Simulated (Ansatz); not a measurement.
NbP in space group I4_1md (No. 109; Nb on 4a, P on 4a), plane-wave PAW r²SCAN (Ansatz code), all energies at zero smearing, with the estimated change up to a 700 eV cutoff added, with one set of potentials and settings (totals compare only within such a set). Cell of 4 atoms (2 Nb, 2 P): -10650.024 eV.

```tsv
element	reference phase	E (eV/atom)
Nb	Im-3m, 1 atoms in the cell	-4563.6321
P	Cmce, 4 atoms in the cell	-759.1646
```

Formation energy per atom, worked out: (-10650.024 − 2×(-4563.6321) − 2×(-759.1646))/4 = -1.108 eV/atom (-107 kJ per mol of atoms), at 0 K, without zero-point energy or fitted corrections.

The cell was relaxed with r²SCAN under the symmetry of its start. No spin polarisation was allowed. The references are the lowest solids computed at this level, not always the standard phases.

Potentials: the later of the program's two PAW sets.
